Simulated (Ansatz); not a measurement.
ZnGeAs2:
```xyz
8
Lattice="-2.8365 2.8365 5.6002 2.8365 -2.8365 5.6002 2.8365 2.8365 -5.6002" Properties=species:S:1:pos:R:3 pbc="T T T"
As     1.4241     1.4183     1.4001
As     1.4183     4.2489    -1.4001
As     1.4124     1.4183     7.0003
As     1.4183    -1.4124     4.2002
Ge     0.0000     0.0000     5.6002
Ge     2.8365     0.0000     2.8001
Zn     0.0000     0.0000     0.0000
Zn     0.0000     2.8365     2.8001
```

r²SCAN (plane waves, PAW; program Ansatz) gives a gap of 0.60 eV without spin–orbit coupling, maximum at Γ, minimum at Γ.

**Question.** What happens when spin–orbit coupling is switched on?

**Answer.** The gap shrinks by 0.07 eV, to 0.53 eV; maximum at Γ, minimum at Γ.

**Question.** Give the electron effective mass with spin–orbit coupling.

**Answer.** 0.037, 0.042, 0.042 mₑ (principal values).

Space group I-42d (chalcopyrite). The workflow started from an entry of the Crystallography Open Database (COD). Its standing as an ambient phase is unchecked. Symmetry was held in the r²SCAN relaxation; whether a distortion lowers the energy is not shown.

Potentials: the later of the program's two PAW sets.
